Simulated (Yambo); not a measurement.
Data:

```
CELL_PARAMETERS angstrom
      0.00000     2.53948     2.53948
      2.53948     0.00000     2.53948
      2.53948     2.53948     0.00000
ATOMIC_POSITIONS crystal
  Be 0.00000 0.00000 0.00000
  Se 0.75000 0.75000 0.75000
```

Workflow: PBE (stringent potentials; Quantum ESPRESSO, PseudoDojo norm-conserving, 106 Ry, without SOC), then G0W0 in Yambo (4×4×4 Γ-centred k mesh, bands 11 to 156 and a 15 Ry block in the screening, 156 bands in G with the Bruneval-Gonze terminator, plasmon pole fitted at 27.2 eV).

Q: Give the PBE and G0W0 gaps between the band edges found on this mesh, and say where the edges lie.

A: Edges: Γ → X. PBE: 2.55 eV; G0W0: 3.59 eV. Convergence of the G0W0 settings was not tested. Spin-orbit splittings are left out.

Geometry strained from the cell relaxed with PBEsol, atoms relaxed again.
